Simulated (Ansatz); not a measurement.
MoPd in space group Cmcm (No. 63; Mo on 4c, Pd on 4c), DFT-PBEsol in the program Ansatz with PAW potentials, all energies at zero smearing, with the estimated change up to a 700 eV cutoff added, with one set of potentials and settings (totals compare only within such a set). Cell of 4 atoms (2 Mo, 2 Pd): -23608.366 eV.

```
element             reference phase  E (eV/atom)
-------  --------------------------  -----------
Mo       Im-3m, 1 atoms in the cell   -4897.5018
Pd       Fm-3m, 1 atoms in the cell   -6906.7071
```

Formation energy per atom, worked out: (-23608.366 − 2×(-4897.5018) − 2×(-6906.7071))/4 = 0.013 eV/atom (1 kJ per mol of atoms), at 0 K, without zero-point energy or fitted corrections.

The start of the workflow was typed in or built on a structure type; neither database checked (COD, Materials Project) lists it. Whether it is the stable phase at ambient conditions was not checked. The PBEsol relaxation kept the symmetry of its start; its stability against distortions is not shown here. The run is not spin-polarised. The references are the lowest solids computed at this level, not always the standard phases.

Potentials: the earlier of the program's two PAW sets. The files were generated under PBE; for other functionals the program regenerates the frozen cores, and for LDA and PBEsol the local potential too.
